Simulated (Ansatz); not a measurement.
Ca (bcc (W type), Im-3m) under volume change, LDA (plane waves, PAW; program Ansatz), scaled uniformly.

| V (Å³/atom) | E − E(relaxed) (meV/atom) | P (GPa) |
|---|---|---|
| 34.108 | … | … |
| 35.232 | 8.8 | 1.31 |
| 36.357 | 2.1 | 0.61 |
| 37.481 | 0.0 | 0.00 |
| 38.606 | … | … |
| 39.730 | 7.2 | -0.98 |
| 40.854 | 15.5 | -1.37 |

Question: Complete the blanks.

Answer: 
- 38.606, E − E(relaxed) (meV/atom): 1.9
- 38.606, P (GPa): -0.52
- 34.108, E − E(relaxed) (meV/atom): 20.7
- 34.108, P (GPa): 2.12

Question: What does a third-order Birch–Murnaghan fit give for V₀, B₀ and B′?

Answer: V₀ = 37.49 Å³/atom, B₀ = 18.8 GPa, B′ = 3.8.

This is a known high-temperature phase of the composition, computed here at zero pressure and temperature. The LDA relaxation kept the symmetry of its start; whether a distortion lowers the energy is not shown. The volume moved by -17 % from the start of the relaxation. The volume fell by over 15 % from the filed cell, which may lack light atoms or belong to other conditions.

Potentials: the earlier of the program's two PAW sets. The files were generated under PBE; for other functionals the program regenerates the frozen cores, and for LDA and PBEsol the local potential too.
